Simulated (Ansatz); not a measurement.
An Ansatz input:

```yaml
crystal:
  lattice:
    - [5.9364480491, 0.0, 0.0]
    - [0.0, 5.9364480491, 0.0]
    - [0.0, 0.0, 7.0938075782]
  atoms:
    - { symbol: Ge, position: [0.0848541125, 0.0848541125, 0.0] }
    - { symbol: Ge, position: [0.4151458875, 0.5848541125, 0.75] }
    - { symbol: Ge, position: [0.9151458875, 0.9151458875, 0.5] }
    - { symbol: Ge, position: [0.5848541125, 0.4151458875, 0.25] }
    - { symbol: Ge, position: [0.1698251953, 0.3738447737, 0.2463682188] }
    - { symbol: Ge, position: [0.1261552263, 0.6698251953, 0.9963682188] }
    - { symbol: Ge, position: [0.8301748047, 0.6261552263, 0.7463682188] }
    - { symbol: Ge, position: [0.8738447737, 0.3301748047, 0.4963682188] }
    - { symbol: Ge, position: [0.6698251953, 0.1261552263, 0.0036317812] }
    - { symbol: Ge, position: [0.6261552263, 0.8301748047, 0.2536317812] }
    - { symbol: Ge, position: [0.3301748047, 0.8738447737, 0.5036317812] }
    - { symbol: Ge, position: [0.3738447737, 0.1698251953, 0.7536317812] }
hamiltonian:
  xc: r2scan
  pseudopotentials:
    kind: paw
    azcp:
      Ge: "pseudopotentials/Ge.paw.azcp"
basis:
  ecutwfc: 500
  fft_grid_basis: typed
kpoints:
  mp_grid: { grid: [5, 5, 4], shift: [0, 0, 0] }
magnetization:
  spin_polarized: false
scf:
  occupations: { method: fermi_dirac, width: 0.05 }
```

and its output:

```
Engine: ansatz 0.2.0, x86_64-unknown-linux-gnu
Pseudopotentials: kind: paw
Pseudopotential: Ge, paw, valence charge 14, recommended cutoff 500 eV (meta_gga) 
Functional definition: r2SCAN
  parameter k0 = 0.174
  parameter k1 = 0.065
  parameter a1 = 4.9479
  exchange = r2scan_x(k0 = k0, k1 = k1, a1 = a1)
  correlation = r2scan_c
Crystal: 12 atoms, lattice volume = 249.996 Å³
Basis set: ecut = 500 eV, 6309 PW (Γ), exchange–correlation on 180×180×216 points (64 copies of the dense FFT grid, shifted against one another)
Bands: 96, of which v1, the nominal top of the filled ones, is band 84 counted from 1 (83 counted from 0)
Symmetry: 8 space group operations
Space group: P43212 (ITA 96), of the structure as read, at distance tolerance 6.3e-5 Å
k-points: 18 of 100 (time reversal used)
Non-local potential: Ge, projectors of the file, l = 0: 2, l = 1: 2, l = 2: 3, l = 3: 1
PAW form: soft (Blöchl's): semilocal exchange-correlation on the pseudo side does not see the compensation charge
PAW frozen core: Ge, regenerated for the run's functional (the file was generated under x = pbe(κ = 0.804, μ = 0.2195149727645171), c = pbe(β = 0.06672455060314922))
PAW one-centre angular grid: Ge, 590 points (default); XC on 160 Gauss nodes
Initial density: superposition of atomic densities (neutral atoms: chi_scale 0, normalization atom), corrected by the library's trained network
Initial wavefunctions: pseudopotential atomic-orbital guess
Functional: x = r2scan, c = r2scan; τ floored in thin density (d = 2e-4 eV/Å³)
SCF iter   1: F=—  HF=-51632.617861 eV  |F-HF|=—  |Δ(HF+E_count)|=         —  Δρ=7.97e-3  dr2=6.82e-2  dr2_τ=2.23e-2  ethr=1.77e-3  ⟨swp⟩=6.0  Hψ=6024  notcnv=0  defer=1
SCF iter   2: F=—  HF=-51632.700868 eV  |F-HF|=—  |Δ(HF+E_count)|=   8.30e-2  Δρ=2.89e-3  dr2=1.35e-2  dr2_τ=1.95e-4  ethr=4.06e-5  ⟨swp⟩=2.0  Hψ=3668  notcnv=0  defer=76
SCF iter   3: F=—  HF=-51632.703759 eV  |F-HF|=—  |Δ(HF+E_count)|=   2.89e-3  Δρ=1.90e-3  dr2=5.85e-3  dr2_τ=5.45e-5  ethr=8.03e-6  ⟨swp⟩=2.0  Hψ=2799  notcnv=0  defer=76
SCF iter   4: F=—  HF=-51632.705257 eV  |F-HF|=—  |Δ(HF+E_count)|=   1.50e-3  Δρ=8.22e-4  dr2=1.04e-3  dr2_τ=9.39e-6  ethr=3.48e-6  ⟨swp⟩=1.0  Hψ=1652  notcnv=0  defer=76
SCF iter   5: F=—  HF=-51632.705540 eV  |F-HF|=—  |Δ(HF+E_count)|=   2.84e-4  Δρ=1.75e-4  dr2=4.24e-5  dr2_τ=4.67e-7  ethr=6.19e-7  ⟨swp⟩=2.0  Hψ=2080  notcnv=0  defer=76
SCF iter   6: F=—  HF=-51632.705575 eV  |F-HF|=—  |Δ(HF+E_count)|=   3.45e-5  Δρ=2.28e-5  dr2=7.28e-7  dr2_τ=8.20e-9  ethr=2.52e-8  ⟨swp⟩=2.0  Hψ=2084  notcnv=0  defer=76
SCF iter   7: F=—  HF=-51632.705575 eV  |F-HF|=—  |Δ(HF+E_count)|=   4.82e-7  Δρ=4.64e-6  dr2=5.33e-8  dr2_τ=4.33e-10  ethr=5.95e-11  ⟨swp⟩=3.0  Hψ=4824  notcnv=0
SCF iter   8: F=-51632.705575 eV  HF=-51632.705575 eV  |F-HF|=1.50e-9  |Δ(HF+E_count)|=   3.96e-8  Δρ=1.25e-6  dr2=2.60e-9  dr2_τ=4.09e-11  ethr=3.17e-11  ⟨swp⟩=3.0  Hψ=3463  notcnv=0
SCF 1 converged in 8 iterations: F = -51632.705575 eV  dr2 = 2.60e-9
SCF converged after 8 iterations
Free energy (F): -51632.705575 eV
Harris-Foulkes:  -51632.705575 eV  (|F-HF|=1.50e-9)
Internal energy: -51632.705565 eV  (E = F + TS)
E sigma→0 (E₀):  -51632.705570 eV
Entropy (-TS):   -0.000010 eV (-0.001 meV/atom)
Fermi energy:    9.276883 eV
--- Per-component energies (eV) ---
  E_band       = -1728.866523
  E_kinetic    = 1330.119311
  E_local      = -28086.403617  (includes V_loc(G=0)·N_el)
  E_nonlocal   = 5032.160665
  E_hartree    = 12328.201119
  E_xc         = -829.034199
  E_vxc        = -813.975461  (∫ρ·V_xc dr)
  E_paw        = -24401.485234  (= ΣΔE_a)
  E_vpaw       = -3892.568077  (= ΣTr[D̂ρ^β])
  E_aug_tail   = 0.000190  (compensation charges beyond the density's cutoff)
  E_vtau       = 45.394195  (kinetic-family band-sum trace: ∫τ·v_τ [+ j·A + Jᵃ·Aᵃ] dr)
  E_ewald      = -16993.234612
  E_core_change = -13.029189  (= ΣΔE_core)
  E_smearing   = -0.000010  (= −TS)
  E_closure    = -0.000000  (closes the sum)
  Σ components = -51632.705575   (vs F -51632.705575, Δ=0.00e0)
```
